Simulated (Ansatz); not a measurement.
TiSi2:
```xyz
6
Lattice="1.7731 -6.7826 0.0000 1.7731 6.7826 0.0000 0.0000 0.0000 3.5794" Properties=species:S:1:pos:R:3 pbc="T T T"
Ti     1.7731    -5.3834     2.6846
Ti     1.7731     5.3834     0.8949
Si     1.7731    -0.8028     2.6846
Si     1.7731     0.8028     0.8949
Si     1.7731     3.3951     2.6846
Si     1.7731    -3.3951     0.8949
```

Relaxed with PBE. Special points in fractions of this cell's reciprocal vectors: Γ (0.000, 0.000, 0.000); Y (-0.500, 0.500, 0.000); C0 (-0.267, 0.733, 0.000); Σ0 (0.267, 0.267, 0.000); Z (0.000, 0.000, 0.500); A0 (0.267, 0.267, 0.500); E0 (-0.267, 0.733, 0.500); T (-0.500, 0.500, 0.500); S (0.000, 0.500, 0.000); R (0.000, 0.500, 0.500).

Task: List the band energies nearest the Fermi level at these points for PBE in the plane-wave PAW code Ansatz.

Result: In eV from the Fermi level; about four levels below and three above (degenerate sets whole), none deeper than 8.9 eV; points with the same levels are listed once.

```json
[
 {"k": "Γ", "below": "-2.52 -2.51 -2.13 -2.07 -2.04", "above": "0.46 0.69 0.80"},
 {"k": "Y", "below": "-2.54 -2.48 -1.91 -1.17", "above": "0.38 0.64 0.73"},
 {"k": "C0", "below": "-1.09 -0.76 -0.71 -0.23", "above": "1.14 1.41 1.53"},
 {"k": "Z", "below": "-1.61 -1.61 -0.05 -0.05", "above": "0.84 0.84 1.48 1.48"},
 {"k": "A0", "below": "-3.35 -3.35 -2.34 -2.34", "above": "1.77 1.77 1.85 1.85"},
 {"k": "T", "below": "-2.03 -2.03 -0.87 -0.87", "above": "0.45 0.45 1.64 1.64"},
 {"k": "S", "below": "-1.44 -0.65 -0.57 -0.53", "above": "1.16 1.43 1.63"},
 {"k": "R", "below": "-3.19 -3.19 -2.43 -2.43", "above": "1.72 1.72 1.86 1.86"}
]
```

Space group Cmcm. The cell was relaxed with PBE under the symmetry of its start. No spin polarisation was allowed.

Potentials: the later of the program's two PAW sets.
